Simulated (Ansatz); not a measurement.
Values for one crystal, relaxed and computed with DFT-HSE06 in the program Ansatz with PAW potentials; other levels are named.

```yaml
volume_per_atom: 26.57 Å³
band_gap: 0.87 eV (direct)
Gap with spin–orbit coupling: 0.37 eV (at the special points and the edges found without it)
valence_band_maximum: at L
Pressure derivative B′: 4.3
conduction_band_minimum: at L (4 equivalent valleys)
Bulk modulus (Birch–Murnaghan fit): 57.2 GPa
```

**Question.** Pick the material that matches.
A. ZnS, zinc blende
B. LiF, rock salt
C. MgO, rock salt
D. PbS, rock salt

**Answer.** D, PbS, rock salt

Space group Fm-3m (rock salt). The cell was relaxed with HSE06 under the symmetry of its start. The hybrid was solved on a coarse mesh, the path and, where they were found, the r²SCAN edge points; its band edges are the extreme levels among these. Scalar-relativistic: spin–orbit coupling is off unless named, which matters more the heavier the elements.

Potentials: the earlier of the program's two PAW sets.
